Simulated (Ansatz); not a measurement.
## TiAl₂: zone-centre modes under pressure

TiAl₂, Cmmm, a = 3.870 Å, b = 11.957 Å, c = 3.927 Å. The structure is a COD entry; whether it is the stable form wasn't checked. Ansatz: LDA, PAW, 420 eV, Γ-centred 10×10×10 mesh on 6 atoms, Fermi-Dirac smearing 0.15 eV; no spin polarisation. Cell and atoms are relaxed at each pressure with the symmetry kept; optical modes at Γ by linear response, in cm⁻¹, matched by rank (the highest 3 distinct ones).

```tsv
P (GPa)	V (Å³/atom)	ω1	ω2	ω3
0	15.142	345.4	361.7	362.1
2	14.899	?	?	?
6	14.465	370.5	388.2	389.2
```

Task: Get each mode's Grüneisen parameter γ = −d ln ω/d ln V from the other rows and predict the missing frequencies.

Result: ln(V/V0) = 0.0000, -0.0162, -0.0457; a line through ln(ω/ω0) of the 2 known rows gives ω1: γ = 1.535, predicted 354.1, computed 354.2; ω2: γ = 1.547, predicted 370.9, computed 371.0; ω3: γ = 1.579, predicted 371.5, computed 371.6. The worst miss is 0.0 %, or 1 % of the shift under pressure, so a constant γ serves at that level. In a metal these frequencies hang on the mesh and smearing.